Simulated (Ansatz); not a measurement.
**Si (I4_1/amd), two-dimensional strain map**

Level of theory: Ansatz 0.2.0, DFT r2SCAN, scalar-relativistic, plane waves, PAW. Settings: plane waves to 500 eV, k-mesh 20×20×20 (Γ-centred), Gaussian smearing 0.15 eV. No spin polarisation. Energies are free energies at this smearing, counted from the undisturbed cell; pressure is positive in compression.

Zero of the scan (as given, not relaxed at this level; it stands at 2.5 GPa; this form isn't the usual structure):

```xyz
2
Lattice="-2.3714 2.3714 1.3293 2.3714 -2.3714 1.3293 2.3714 2.3714 -1.3293" Properties=species:S:1:pos:R:3 pbc="T T T"
Si    2.3714    0.0000    0.6646
Si    0.0000    0.0000    1.3293
```

The cell is strained by p along both x and y and by q along z, fractional coordinates fixed. Points are written (p, q).

Energy above the undisturbed cell in meV/atom (a dash: not computed):

| p \ q | -0.050 | -0.025 | 0.000 | 0.025 | 0.050 |
| --- | --- | --- | --- | --- | --- |
| -0.050 | 185.2 | 143.7 | 114.4 | 94.9 | 83.9 |
| -0.025 | 82.8 | – | 34.0 | – | 23.3 |
| 0.000 | 28.6 | 8.3 | 0.0 | 0.9 | 8.6 |
| 0.025 | 11.2 | – | – | – | – |
| 0.050 | 25.3 | – | 33.0 | – | 73.0 |

Pressure in GPa:

| p \ q | -0.050 | -0.025 | 0.000 | 0.025 | 0.050 |
| --- | --- | --- | --- | --- | --- |
| -0.050 | 28.6 | 23.9 | 19.9 | 16.6 | 13.9 |
| -0.025 | 17.5 | – | 10.1 | – | 4.8 |
| 0.000 | 9.0 | 5.4 | 2.5 | 0.1 | -1.9 |
| 0.025 | 2.4 | – | – | – | – |
| 0.050 | -2.7 | – | -7.5 | – | -10.5 |